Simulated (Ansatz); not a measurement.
## Profile along the Ga–N line in GaN (rock salt)

GaN (rock salt), conventional cell a = 4.219 Å, b = 4.219 Å, c = 4.219 Å, α = 90.00°, β = 90.00°, γ = 90.00°. The calculation uses the primitive cell of 2 atoms, to which meshes and values per cell refer.

Fields along a shortest Ga–N line of a {100} plane (2.11 Å), from Ga to N, interpolated on the slice's grid (step about 0.1 Å). These are PBEsol (plane waves to 420 eV, PAW, scalar-relativistic; Ansatz, an electronic-structure program) values and carry that method's errors. k mesh 13×13×13. Near the nuclei the fields are pseudised (PAW); where an atom keeps semicore shells as valence, they peak there. GaN was relaxed with its symmetry unable to fall. This is one of several known forms of GaN; the measured ambient cells at hand have space group No. 186 or 216.

| distance from Ga (Å) | valence electron density (e/Å³) | electron localisation function | density of the highest valence band (e/Å³) | density of the lowest conduction band (e/Å³) |
|---|---|---|---|---|
| 0.00 | 53.09 | x | 0.033 | 0.363 |
| 0.21 | 32.10 | x | 0.031 | 0.343 |
| 0.42 | 8.13 | 0.03 | 0.032 | 0.293 |
| 0.63 | 1.57 | 0.14 | 0.037 | 0.227 |
| 0.84 | 0.62 | 0.21 | 0.057 | 0.156 |
| 1.05 | 0.53 | 0.36 | 0.103 | 0.094 |
| 1.27 | 0.77 | 0.73 | 0.193 | 0.084 |
| 1.48 | 1.48 | 0.82 | 0.377 | 0.192 |
| 1.69 | 2.79 | 0.67 | 0.528 | 0.400 |
| 1.90 | 3.58 | x | 0.303 | 0.489 |
| 2.11 | 3.51 | x | 0.016 | 0.454 |

x: too close to a nucleus for the ELF to mean much. Band densities are of whole bands, smooth part only.

Density on the Ga–N line (2.11 Å) at its density minimum, 1.0 Å from Ga: 0.52 e/Å³. ELF at that point: 0.3. Element round which the density of the highest valence band (whole band, smooth part) is largest on this plane: N.
